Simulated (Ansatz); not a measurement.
Suppose Si₂F₃ takes space group P6/mmm (No. 191), with Si on 2d; F on 2c and 1a.

Method: DFT PBE, scalar-relativistic, plane waves, PAW in Ansatz 0.2.0. Cutoff 420 eV, Γ-centred mesh, Gaussian smearing, no spin polarisation.

Formation energies are uncorrected and refer to the elements' standard structures at the same level (F₂ as a molecule).

**Question.** Give the relaxed lattice parameters and positions.

**Answer.**

Space group P6/mmm (No. 191). a = 4.438 Å, b = 4.438 Å, c = 3.602 Å, α = 90.00°, β = 90.00°, γ = 120.00°
```json
{"atom": "Si", "site": "2d", "symmetry": "-6m2", "x": "0.3333", "y": "0.6667", "z": "0.5000"}
{"atom": "F", "site": "2c", "symmetry": "-6m2", "x": "0.3333", "y": "0.6667", "z": "0.0000"}
{"atom": "F", "site": "1a", "symmetry": "6/mmm", "x": "0.0000", "y": "0.0000", "z": "0.0000"}
```

Around Si lie 2 F at 1.80 Å; F on a site of symmetry -6m2 is surrounded by 2 Si at 1.80 Å and 6 F at 2.56 Å; F on a site of symmetry 6/mmm has 6 F at 2.56 Å (long against covalent radii, as for large ions). Another local minimum with the same sites may exist.

**Question.** And its energy and gap?

**Answer.** The formation energy is −1.28 eV/atom. The gap on the 12×12×10 mesh of the 5-atom cell is 0 eV (a metal). It lies below the elements, which doesn't yet make it stable against other compounds or structures.

The last run used Gaussian smearing of 0.10 eV. An odd number of electrons in the primitive cell allows no gap without spin; a larger cell or a magnetic state could open one. A structure relaxed within its symmetry needn't be a true minimum.
